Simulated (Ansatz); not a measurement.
A: MgSe (rock salt), a = b = c = 5.4722 Å, α = β = γ = 90.00°
B: AlRu (CsCl type), a = b = c = 2.983 Å, α = β = γ = 90.00°
C: CdSe (zinc blende), a = 6.1337 Å, b = 6.1337 Å, c = 6.1337 Å, α = 90.00°, β = 90.00°, γ = 90.00°
D: ZnS (zinc blende), a = b = c = 5.3891 Å, α = β = γ = 90.00°

Scan: energy over volume and axial ratio (atoms clamped). One method and one kind of scan serve all of them; meshes and ranges differ. AlRu is run without spin polarisation. All were relaxed with their symmetry unable to fall.

Q: Put the candidates in order of shear modulus C′ = (C11 − C12)/2 (fitted), highest first, for r2SCAN (plane waves to 500 eV, PAW, scalar-relativistic; Ansatz, an electronic-structure program).

A: B (93 GPa), A (44 GPa), D (22 GPa), C (9 GPa)

(A scan under strain: stresses follow from slopes of the energy per volume, elastic moduli from its curvatures.)
